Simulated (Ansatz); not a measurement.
# Response of Zn to small distortions

```
Zn
1.0
     2.66480    0.00000    0.00000
    -1.33240    2.30778    0.00000
     0.00000    0.00000    4.94670
Zn
2
Direct
  0.33333 0.66667 0.25000
  0.66667 0.33333 0.75000
```

Atom numbers follow the list: Zn1, Zn2.

The conventional cell has a = 2.665 Å, b = 2.665 Å, c = 4.947 Å, α = 90.00°, β = 90.00°, γ = 120.00°. Zn (atom 1) is surrounded by 12 Zn at 2.66 to 2.91 Å.

The cell comes from COD entry 9008522, which wasn't checked; take it as a given geometry.

Method: DFT, PBEsol, all-electron PAW with datasets made for the crystal, scalar-relativistic (Ansatz 0.2.0).

Numerical set-up: a Γ-centred 16×16×8 k mesh, Fermi–Dirac smearing of 0.03 eV, cutoff 260 eV (chosen by the program for this cell), no spin polarisation.

The unchanged cell is at -5.49 GPa.

In a metal, stresses and small energies carry noise from the k mesh.

x, y and z are the Cartesian axes of the cell as listed; fractional coordinates follow a strain, and an engineering shear is twice the off-diagonal strain component.

(1) One change gave: energy change +4 meV/atom; stress change (xx, yy, zz, yz, xz, xy) 0.20, 0.16, 0.03, 1.06, 1.02, 1.59 GPa, compression positive. Which change was it?
A. equal xy, yz and zx engineering shear strains of -1 %
B. equal xy, yz and zx engineering shear strains of -2 %
C. equal xy, yz and zx engineering shear strains of +2 %
D. equal xy, yz and zx engineering shear strains of +1 %

Results:

(1) B. For equal xy, yz and zx engineering shear strains of -1 %: energy change under 1 meV/atom; stress change (xx, yy, zz, yz, xz, xy) 0.04, 0.04, 0.05, 0.58, 0.57, 0.82 GPa, compression positive. For equal xy, yz and zx engineering shear strains of +1 %: energy change under 1 meV/atom; stress change (xx, yy, zz, yz, xz, xy) 0.06, 0.03, 0.05, -0.54, -0.53, -0.79 GPa, compression positive. For equal xy, yz and zx engineering shear strains of +2 %: energy change +3 meV/atom; stress change (xx, yy, zz, yz, xz, xy) 0.33, 0.18, 0.02, -0.85, -0.81, -1.42 GPa, compression positive; change of the force on Zn2 (-0.013, -0.002, 0.000) eV/Å.
